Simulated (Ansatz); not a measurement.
## Convergence test, YSc

The calculation used Ansatz 0.2.0, DFT PBEsol, scalar-relativistic, plane waves, PAW.

```
CELL_PARAMETERS angstrom
3.51291 -0.00559 -0.00479
-1.76129 3.02818 -0.00372
-0.00735 -0.01084 5.42803
ATOMIC_POSITIONS crystal
Y 0.02583 0.04736 0.98373
Sc 0.34305 0.66966 0.52751
```

- Γ-centred k-mesh: 10×10×6
- occupation rule: Gaussian smearing, 0.1 eV
- spin treatment: unpolarised
- valence charge of the PAW sets: Y 11, Sc 11

The atoms stay fixed while the plane-wave cutoff is varied. ΔE is the energy extrapolated to zero smearing, less that of the reference run (600 eV). The cell was strained and its atoms displaced at random, so that forces don't vanish. Pressure is positive in compression and holds a correction for the finite cutoff (Pulay stress).

Q: Tried: 200, 250, 300, 350, 420, 600 eV. From which plane-wave cutoff on does the energy per atom stay within 100, 10 and 1 meV of the reference?

A: 300 for 100 meV, 350 for 10 meV, 350 for 1 meV. The reference itself isn't shown to be converged. At 350 eV, where the energy is within 10 meV, force components already agree to within 0.001 eV/Å, where the largest force is 0.881 eV/Å.

| cutoff (eV) | ΔE (meV/atom) | P (GPa) | largest change of a force component (eV/Å) | plane waves at Γ |
| --- | --- | --- | --- | --- |
| 200 | 1533 | -1.57 | 0.034 | 375 |
| 250 | 203 | -1.63 | 0.003 | 531 |
| 300 | 16.6 | -1.63 | 0.002 | 681 |
| 350 | 0.91 | -1.62 | 0.000 | 877 |
| 420 | 0.35 | -1.62 | 0.000 | 1105 |
| 600 | 0.00 | -1.62 | 0.000 | 1911 |